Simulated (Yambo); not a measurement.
Yambo run on GeO$_{2}$ (rutile, space group P4_2/mnm, No. 136). The wavefunctions are norm-conserving PBE (stringent potentials; Quantum ESPRESSO, 124 Ry, scalar-relativistic) ones on a 4×4×4 mesh (34 occupied bands); a = b = 4.4230 Å, c = 2.8835 Å, α = β = γ = 90.00°.

Yambo input:

```
rim_cut
gw0
dyson
el_el_corr
HF_and_locXC
ppa
em1d
RandQpts= 1000000
RandGvec= 1 Ry
EXXRLvcs= 124 Ry
VXCRLvcs= 496 Ry
Chimod= "HARTREE"
% BndsRnXp
 9 | 205 |
%
NGsBlkXp= 12 Ry
% LongDrXp
 1.0 | 1.0 | 1.0 |
%
PPAPntXp= 27.2114 eV
% GbndRnge
 1 | 205 |
%
GTermKind= "none"
DysSolver= "n"
ExtendOut
% QPkrange
 1 | 1 | 34 | 35 |
%
```

k points by index: 1 = Γ.

Resulting energies as the program prints them:

```
#    K-point    Band    Eo [eV]    E [eV]    E-Eo [eV]    Vxc [eV]    Vnlxc [eV]    Sc|Eo [eV]    Sc|E [eV]    dSc/dw|Eo [eV]    Re(Z)    Im(Z)
#
    1    34    0.000000    -0.683816    -0.683816    -20.96902    -26.90729    5.075171    5.254457    -7.133326    0.792301    -0.001065
    1    35    1.676628    2.627149    0.950520    -18.33733    -14.03826    -3.160300    -3.348554    -5.389023    0.834694    -0.787420E-3
```
(The two width columns are left out.) Convergence of these settings isn't established.

Spin-orbit coupling is not included.

Geometry relaxed with PBEsol.
